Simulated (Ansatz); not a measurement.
Ansatz (an electronic-structure program) input:

Ansatz 0.2 input:
```yaml
crystal:
  lattice:
    - [3.9893211595, 0.0, 0.0]
    - [0.0, 3.9893211595, 0.0]
    - [0.0, 0.0, 3.9893211595]
  atoms:
    - { symbol: K, position: [0.5, 0.5, 0.5] }
    - { symbol: Ta, position: [0.0, 0.0, 0.0] }
    - { symbol: O, position: [0.0, 0.5, 0.0] }
    - { symbol: O, position: [0.5, 0.0, 0.0] }
    - { symbol: O, position: [0.0, 0.0, 0.5] }
kpoints:
  mp_grid: { grid: [7, 7, 7] }
hamiltonian:
  xc: r2scan
  pseudopotentials: { azcp: { folder: ./paw }, kind: paw }
scf:
  occupations: { method: fixed }
phonons:
  method: dfpt
  response_accuracy: low
  eigenvectors: true
  rigid_motions: translations
  dielectric: true
  raman: true
```

Output (shortened):

```
Pseudopotential: K, paw, valence charge 9
Pseudopotential: Ta, paw, valence charge 13
Pseudopotential: O, paw, valence charge 6
Functional definition: r2SCAN
Crystal: 5 atoms, lattice volume = 63.489 Å³
Basis set: ecut = 500 eV, 1575 PW (Γ), exchange–correlation on 270×270×270 points (729 copies of the dense FFT grid, shifted against one another)
Bands: 25, of which v1, the nominal top of the filled ones, is band 20 counted from 1 (19 counted from 0)
Symmetry: 48 space group operations
k-points: 100 of 343 (irreducible under 2 space group operations, time reversal used)
SCF iter   1: F=—  HF=-13200.378741 eV  |F-HF|=—  |Δ(HF+E_count)|=         —  Δρ=5.95e-2  dr2=2.23e0  dr2_τ=3.67e-1  ethr=3.10e-3  ⟨swp⟩=4.5  Hψ=10560  notcnv=0  defer=265
preconditioner: auto → Resta (q_TF=auto, 2.526 Å⁻¹)
SCF iter   2: F=—  HF=-13200.269187 eV  |F-HF|=—  |Δ(HF+E_count)|=   1.10e-1  Δρ=3.28e-2  dr2=5.32e-1  dr2_τ=7.17e-2  ethr=3.10e-3  ⟨swp⟩=2.0  Hψ=4789  notcnv=0  defer=206
SCF iter   3: F=—  HF=-13200.292888 eV  |F-HF|=—  |Δ(HF+E_count)|=   2.37e-2  Δρ=1.18e-2  dr2=8.87e-2  dr2_τ=1.12e-2  ethr=1.33e-3  ⟨swp⟩=2.0  Hψ=4250  notcnv=0  defer=250
SCF iter   4: F=—  HF=-13200.286003 eV  |F-HF|=—  |Δ(HF+E_count)|=   6.89e-3  Δρ=3.67e-3  dr2=5.63e-3  dr2_τ=1.02e-3  ethr=2.22e-4  ⟨swp⟩=2.1  Hψ=4108  notcnv=0  defer=271
SCF iter   5: F=—  HF=-13200.286953 eV  |F-HF|=—  |Δ(HF+E_count)|=   9.51e-4  Δρ=7.29e-4  dr2=2.74e-4  dr2_τ=4.95e-5  ethr=1.41e-5  ⟨swp⟩=2.1  Hψ=3646  notcnv=0  defer=284
SCF iter   6: F=—  HF=-13200.287071 eV  |F-HF|=—  |Δ(HF+E_count)|=   1.18e-4  Δρ=1.09e-4  dr2=5.34e-6  dr2_τ=2.51e-6  ethr=6.84e-7  ⟨swp⟩=2.0  Hψ=4091  notcnv=0  defer=258
SCF iter   7: F=—  HF=-13200.287071 eV  |F-HF|=—  |Δ(HF+E_count)|=   4.64e-7  Δρ=2.32e-5  dr2=3.45e-7  dr2_τ=1.95e-8  ethr=1.33e-8  ⟨swp⟩=2.0  Hψ=3707  notcnv=0  defer=141
SCF iter   8: F=—  HF=-13200.287071 eV  |F-HF|=—  |Δ(HF+E_count)|=   5.11e-7  Δρ=3.16e-6  dr2=5.74e-9  dr2_τ=1.00e-9  ethr=8.63e-10  ⟨swp⟩=2.0  Hψ=4355  notcnv=0  defer=135
SCF iter   9: F=-13200.287071 eV  HF=-13200.287071 eV  |F-HF|=1.64e-11  |Δ(HF+E_count)|=  4.93e-10  Δρ=3.35e-7  dr2=3.32e-11  dr2_τ=2.18e-11  ethr=1.00e-12  ⟨swp⟩=11.3  Hψ=18106  notcnv=0
SCF 1 converged in 9 iterations: F = -13200.287071 eV  dr2 = 3.32e-11
NSCF: frozen V_eff on 7 k-points
DFPT response loops at Γ: preconditioner auto → none (the input reference at scf.mixing.eps_inf says where Resta's filter doesn't serve); β = 0.50 …
── the response to a field inside a basis, on 8×8×8 k-points: an SCF that follows is theirs, and a resumed run solves both again ──
Crystal: 5 atoms, lattice volume = 63.489 Å³
Bands: 21, of which v1, the nominal top of the filled ones, is band 20 counted from 1 (19 counted from 0)
k-points: 20
SCF iter   1: F=—  HF=-13200.273414 eV  |F-HF|=—  |Δ(HF+E_count)|=         —  Δρ=1.31e-4  dr2=2.13e-6  dr2_τ=4.70e-6  ethr=1.00e-1
preconditioner: auto → Resta (q_TF=auto, 2.526 Å⁻¹)
SCF iter   2: F=—  HF=-13200.273424 eV  |F-HF|=—  |Δ(HF+E_count)|=   9.71e-6  Δρ=6.99e-5  dr2=5.35e-7  dr2_τ=5.03e-7  ethr=5.33e-9
SCF iter   3: F=—  HF=-13200.273426 eV  |F-HF|=—  |Δ(HF+E_count)|=   2.29e-6  Δρ=1.72e-5  dr2=1.25e-7  dr2_τ=2.85e-8  ethr=1.34e-9
SCF iter   4: F=—  HF=-13200.273426 eV  |F-HF|=—  |Δ(HF+E_count)|=   6.74e-8  Δρ=4.40e-6  dr2=4.55e-9  dr2_τ=9.16e-10  ethr=3.11e-10
SCF iter   5: F=—  HF=-13200.273426 eV  |F-HF|=—  |Δ(HF+E_count)|=   2.86e-8  Δρ=7.80e-7  dr2=1.76e-10  dr2_τ=2.21e-10  ethr=1.14e-11
SCF iter   6: F=-13200.273426 eV  HF=-13200.273426 eV  |F-HF|=1.09e-11  |Δ(HF+E_count)|=   7.10e-9  Δρ=2.88e-7  dr2=2.97e-11  dr2_τ=3.84e-12  ethr=1.00e-12
SCF 1 converged in 6 iterations: F = -13200.273426 eV  dr2 = 2.97e-11
DFPT response loops at Γ: mixed as the last ones told, above
DFPT response loops at Γ: mixed as the last ones told, above
SCF converged after 9 iterations
Free energy (F): -13200.287071 eV
Harris-Foulkes:  -13200.287071 eV  (|F-HF|=1.64e-11)
Internal energy: -13200.287071 eV  (E = F + TS)
E sigma→0 (E₀):  -13200.287071 eV
Fermi energy:    8.268111 eV
--- Per-component energies (eV) ---
  E_band       = -291.281265
  E_kinetic    = 1154.204894
  E_local      = -2216.710795  (includes V_loc(G=0)·N_el)
  E_nonlocal   = 159.289968
  E_hartree    = 793.616109
  E_xc         = -653.668883
  E_vxc        = -753.978355  (∫ρ·V_xc dr)
  E_paw        = -9615.355674  (= ΣΔE_a)
  E_vpaw       = -264.731933  (= ΣTr[D̂ρ^β])
  E_aug_tail   = 0.001051  (compensation charges beyond the density's cutoff)
  E_vtau       = 43.411632  (kinetic-family band-sum trace: ∫τ·v_τ [+ j·A + Jᵃ·Aᵃ] dr)
  E_ewald      = -2820.615195
  E_core_change = -1.048546  (= ΣΔE_core)
  E_smearing   =  0.000000  (= −TS)
  E_closure    = 0.000000  (closes the sum)
  Σ components = -13200.287071   (vs F -13200.287071, Δ=0.00e0)
  [band-id]    e_kinetic+e_local+e_nonlocal+2·e_hartree+e_vxc+e_vpaw+e_augmentation_tail+e_vtau = -291.281320   (vs E_band -291.281265, Δ=-5.48e-5)
--- Band table (eV; the first three rows and the last of 100) ---
  k-point 0: bands = ["-60.9745", "-26.7695", "-26.7695", "-26.7695", "-20.0314", "-10.1948", "-9.5313", "-9.5313", "-2.8167", "-2.8167", "-2.8167", "5.8517", "5.8517", "5.8517", "7.2350", "7.2350", "7.2350", "7.6736", "7.6736", "7.6736", "10.9689", …
  k-point 1: bands = ["-60.9745", "-26.7883", "-26.7688", "-26.7688", "-20.0263", "-10.1384", "-9.5274", "-9.4159", "-2.8091", "-2.8091", "-2.7916", "5.3467", "5.8325", "5.8325", "6.9535", "6.9535", "7.1385", "7.1452", "7.5791", "7.5791", "10.9966", …
  k-point 2: bands = ["-60.9744", "-26.8301", "-26.7671", "-26.7671", "-20.0146", "-10.0898", "-9.5183", "-9.0427", "-2.7921", "-2.7921", "-2.7348", "4.0120", "5.7939", "5.7939", "6.4016", "6.4016", "6.5212", "6.9536", "7.4944", "7.4944", "11.0603", …
  k-point 99: bands = ["-60.9742", "-26.8578", "-26.8576", "-26.7807", "-19.9886", "-9.5700", "-8.7061", "-8.6872", "-2.8667", "-2.8629", "-2.7665", "2.9161", "2.9350", "3.9819", "5.1721", "5.2178", "5.7808", "7.2674", "7.2960", "8.2230", "13.8827", …
--- Phonons (Γ-DFPT): 4 representative perturbations + reference, on 100 of 343 k-points (Σ response iterations 23) ---
  ASR residual: 3.309e-4 → 0.000e0 eV/Å²; symmetrization residual: 1.318e-4 eV/Å²
  ASR residual per site (eV/Å²): 1.81e-4 5.04e-5 3.31e-4 3.31e-4 3.31e-4
  Γ frequencies (cm⁻¹): 0.00 0.00 0.00 33.19 33.19 33.19 191.63 191.63 191.63 272.95 272.95 272.95 532.25 532.25 532.25
  ε∞ (high-frequency dielectric tensor):
        4.893142     0.000000     0.000000
        0.000000     4.893142     0.000000
        0.000000     0.000000     4.893142
  ε⁰ (static dielectric tensor: ions relaxed, cell fixed):
     1538.800508     0.000000     0.000000
        0.000000  1538.800508     0.000000
        0.000000     0.000000  1538.800508
  ε⁰ − ε∞ (ionic part):
     1533.907366     0.000000     0.000000
        0.000000  1533.907366     0.000000
        0.000000     0.000000  1533.907366
  softest optical mode at Γ: 33.19 cm⁻¹; the repairs (sum rule, projections) moved no ω² at Γ by more than (6.26 cm⁻¹)²
  Born effective charges Z* (e; rows j = field, columns β = displacement):
    site 0:
         1.13468    0.00000    0.00000
         0.00000    1.13468    0.00000
         0.00000    0.00000    1.13468
    site 1:
         8.54255    0.00000    0.00000
         0.00000    8.54255    0.00000
         0.00000    0.00000    8.54255
    site 2:
        -1.64752    0.00000    0.00000
         0.00000   -6.38219    0.00000
         0.00000    0.00000   -1.64752
    site 3:
        -6.38219    0.00000    0.00000
         0.00000   -1.64752    0.00000
         0.00000    0.00000   -1.64752
    site 4:
        -1.64752    0.00000    0.00000
         0.00000   -1.64752    0.00000
         0.00000    0.00000   -6.38219
  Z* charge neutrality: 1.846e-3 e pre-enforcement
  solved inside a basis spanned on kpoints, on 8×8×8 k-points transformed towards the longest dipole: ε∞ is read to err by 1.4e-2, Z* by 2.8e-2 e (field_mesh …
  Raman tensors (in the event stream and the table raman_tensors.tsv) …
  optical modes at Γ without the LO–TO term, one row a degenerate level:
      ω (cm⁻¹)  modes    IR ((D/Å)²/amu)  static Raman (Å⁴/amu)  depolarisation
         33.19      3           150.0788                 0.0000               —
        191.63      3            17.6642                 0.0000               —
        272.95      3             0.0000                 0.0000               —
        532.25      3            62.1431                 0.0000               —
  optical modes at Γ + LO–TO along q̂ = [1.0000, 0.0000, 0.0000]:
      ω (cm⁻¹)  modes    IR ((D/Å)²/amu)  static Raman (Å⁴/amu)  depolarisation
         33.19      2           100.0525                 0.0000               —
        180.06      1             0.0574                 0.0000               —
        191.63      2            11.7762                 0.0000               —
        272.95      3             0.0000                 0.0000               —
        416.18      1             5.7118                 0.0000               —
        532.25      2            41.4288                 0.0000               —
        800.99      1            70.8595                 0.0000               —
  optical modes at Γ + LO–TO along q̂ = [0.0000, 1.0000, 0.0000]:
      ω (cm⁻¹)  modes    IR ((D/Å)²/amu)  static Raman (Å⁴/amu)  depolarisation
         33.19      2           100.0525                 0.0000               —
        180.06      1             0.0574                 0.0000               —
        191.63      2            11.7762                 0.0000               —
        272.95      3             0.0000                 0.0000               —
        416.18      1             5.7118                 0.0000               —
        532.25      2            41.4288                 0.0000               —
        800.99      1            70.8595                 0.0000               —
  optical modes at Γ + LO–TO along q̂ = [0.0000, 0.0000, 1.0000]:
      ω (cm⁻¹)  modes    IR ((D/Å)²/amu)  static Raman (Å⁴/amu)  depolarisation
         33.19      2           100.0525                 0.0000               —
        180.06      1             0.0574                 0.0000               —
        191.63      2            11.7762                 0.0000               —
        272.95      3             0.0000                 0.0000               —
        416.18      1             5.7118                 0.0000               —
        532.25      2            41.4288                 0.0000               —
        800.99      1            70.8595                 0.0000               —
```

Cost: very roughly 19 core-minutes on shared cores.

Space group Pm-3m (cubic perovskite). The r²SCAN relaxation kept the symmetry of its start; phonons on a q-mesh show no instability. The run is not spin-polarised. Spin–orbit coupling is left out wherever it is not named.

Potentials: the earlier of the program's two PAW sets.

Ansatz is a plane-wave DFT program.
